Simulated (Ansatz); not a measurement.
Crystals of one structure type (zinc blende) and one family of elements, relaxed and computed with the program Ansatz at the PBE level (PAW); HSE06 gaps on those cells.

```tsv
crystal	gap (eV)	HSE06 gap (eV)
CdSe	0.49	1.41
CdTe	0.58	1.42
CdS	1.04	?
ZnSe	1.15	2.26
ZnS	2.02	3.23
```

Q: Fit a straight line to E_g(HSE06) against E_g and predict the withheld value.

A: Least squares on the 4 shown rows: E_g(HSE06) = 1.225 × E_g + (0.781), with a scatter of 0.05. For CdS this gives 2.06. The run itself gave 2.04, within the scatter.

All cells were relaxed under the symmetry of their starts (and spin orders); stability against distortions was not tested throughout. Spin–orbit coupling is left out wherever it is not named.

Potentials: the later of the program's two PAW sets.
